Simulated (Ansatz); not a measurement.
**Energy over volume and axial ratio for Nb (bcc, W type)**

Nb (bcc, W type)

```
Nb
1.0
   -1.65481     1.65481     1.65481
    1.65481    -1.65481     1.65481
    1.65481     1.65481    -1.65481
Nb
1
Cartesian
  0.00000   0.00000   0.00000
```

Two coordinates are scanned: the volume, and the ratio of the stretch along z (the conventional c axis) to the stretch across it. Atoms keep their fractional coordinates.

Method: PBE (plane waves to 420 eV, PAW, scalar-relativistic; Ansatz, an electronic-structure program). k mesh 20×20×20 (Γ-centred), Fermi-Dirac smearing 0.05 eV. The energy includes the smearing's −TS. Compression counts positive. With partly filled bands, the response to shear is sensitive to the k mesh, so small differences along c/a are uncertain. Nb is run without spin polarisation. Nb was relaxed with its symmetry unable to fall. ΔE is measured from the relaxed starting cell.

ΔE (meV/atom), with V/V₀ across and (c/a)/(c/a)₀ down:

```csv
(c/a)/(c/a)₀ \ V/V₀,0.960,0.973,0.987,1.000,1.013,1.027,1.040
0.880,81,70,62,59,58,61,67
0.920,44,33,27,24,25,29,37
0.960,24,14,9,7,8,13,21
1.000,16,7,2,0,2,7,14
1.040,24,14,9,7,8,13,21
1.080,45,35,29,27,28,32,39
1.120,79,68,61,58,58,61,67
```

P (GPa), with V/V₀ across and (c/a)/(c/a)₀ down:

```
(c/a)/(c/a)₀ \ V/V₀  0.960  0.973  0.987  1.000  1.013  1.027  1.040
-------------------  -----  -----  -----  -----  -----  -----  -----
0.880                  9.0    6.3    3.7    1.3   -0.9   -3.0   -5.0
0.920                  8.1    5.4    2.9    0.6   -1.7   -3.8   -5.7
0.960                  7.6    5.0    2.5    0.1   -2.1   -4.1   -6.1
1.000                  7.5    4.8    2.3    0.0   -2.2   -4.3   -6.2
1.040                  7.6    4.9    2.5    0.1   -2.1   -4.1   -6.0
1.080                  8.0    5.3    2.8    0.5   -1.7   -3.8   -5.7
1.120                  8.6    6.0    3.5    1.1   -1.1   -3.2   -5.1
```

Read from the data:

* **Lowest place on the grid**: V/V₀ = 1.000, (c/a)/(c/a)₀ = 1.000 (0 meV/atom)
* **Highest place on the grid**: V/V₀ = 0.960, (c/a)/(c/a)₀ = 0.880 (81 meV/atom)

(A scan under strain: stresses follow from slopes of the energy per volume, elastic moduli from its curvatures.)
